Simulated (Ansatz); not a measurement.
Given:

Ga$_{2}$BiAs:
Space group R3m, hexagonal axes (No. 160); a = b = 4.189 Å, c = 20.700 Å, α = β = 90.00°, γ = 120.00°

```csv
atom,site,symmetry,x,y,z
Ga,3a,3m,0.0000,0.0000,0.1171
Ga,3a,3m,0.0000,0.0000,0.6320
Bi,3a,3m,0.0000,0.0000,0.5011
As,3a,3m,0.0000,0.0000,0.9999
```
(The calculation used a cell of 4 atoms; values per cell refer to that cell.)

This is the LDA-relaxed structure.

Task: All from LDA (plane waves, PAW; program Ansatz), unless another level is named. Predict the electronic character.

Result: metallic (no gap).

Task: Give the density of states at the Fermi level.

Result: 0.09 states/eV per atom (mean over ±0.08 eV).

Task: What about the formation energy from the elements (no fitted shifts)?

Result: -0.065 eV/atom.

The workflow started from a Materials Project entry (that database holds measured and hypothetical structures alike); the Crystallography Open Database copy checked does not list it. Whether it is the stable phase at ambient conditions was not checked. The cell was relaxed with LDA under the symmetry of its start; of distortions, only those at the zone centre were tested. The references are the lowest solids computed at this level, not always the standard phases. Scalar-relativistic: spin–orbit coupling is off unless named, which matters more the heavier the elements.

Potentials: the later of the program's two PAW sets.
